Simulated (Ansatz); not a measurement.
LaPd2:
```xyz
3
Lattice="-1.9845 1.9845 4.4317 1.9845 -1.9845 4.4317 1.9845 1.9845 -4.4317" Properties=species:S:1:pos:R:3 pbc="T T T"
La     0.0000     0.0000     0.0000
Pd     0.0000     1.9845     2.2159
Pd     1.9845     0.0000     2.2159
```

Relaxed with r²SCAN.

Map the electron localisation function on the plane through (0.000, 0.000, 0.000) spanned by u = [0, 0, 1] and v = [1, -1, 0] in lattice vectors, from DFT-r²SCAN in the program Ansatz with PAW potentials.

x is the fraction of u, y of v (the angle between them is 90°; rows are the nearest grid lines); atoms in the plane: La at (0.00, 0.00), Pd at (0.50, 0.75), Pd at (0.50, 0.25).
```
|  =%@%=.::--:::--::.=%@%=  |
| .+@@%=.::-:::::-::.=%@@+. |
|=+%@@#-.:::::::::::.-#@@%+=|
|@@@@*-.:-=+*****+=-:.-*@@@@|
|@@%*-.::-=**+++**=-::.-*%@@|
|*+=:..:--+*+=-=+*+--:..:=+*|
|:.....:--+*+-:-+*+--:.....:|
|   ..:::-=***+***=-:::..   |
|   .:::::-+*****+-:::::.   |
|  ..::::::-=====-::::::..  |
| ...:::::::::::::::::::... |
|....:::::::::::::::::::....|
|....:::::::::::::::::::....|
| ...:::::::::::::::::::... |
|  ..::::::-=====-::::::..  |
|   .:::::-+*****+-:::::.   |
|   ..:::-=***+***=-:::..   |
|:.....:--+*+-:-+*+--:.....:|
|*+=:..:--+*+=-=+*+--:..:=+*|
|@@%*-.::-=**+++**=-::.-*%@@|
|@@@@*-.:-=+*****+=-:.-*@@@@|
|=+%@@#-.:::::::::::.-#@@%+=|
| .+@@%=.::-:::::-::.=%@@+. |
|  =%@%=.::--:::--::.=%@%=  |
```
Scale: ten equal steps from 0.001 (start of ' ') to 0.844 (end of '@'), in the order ' .:-=+*#%@'; x runs from 0.000 to 1.00, y from 0.000 (bottom) to 1.00 (top).

The density is the valence pseudo-density with augmentation charge, so density and ELF within about 1 Å of a nucleus are not all-electron values.

Space group I4/mmm. The workflow started from an entry of the Crystallography Open Database (COD). Whether it is the stable phase at ambient conditions was not checked. Symmetry was held in the r²SCAN relaxation; whether a distortion lowers the energy is not shown. No spin polarisation was allowed. The volume moved by -19 % from the start of the relaxation. The volume fell by over 15 % from the filed cell, which may lack light atoms or belong to other conditions. Scalar-relativistic: spin–orbit coupling is off unless named, which matters more the heavier the elements.

Potentials: the later of the program's two PAW sets.
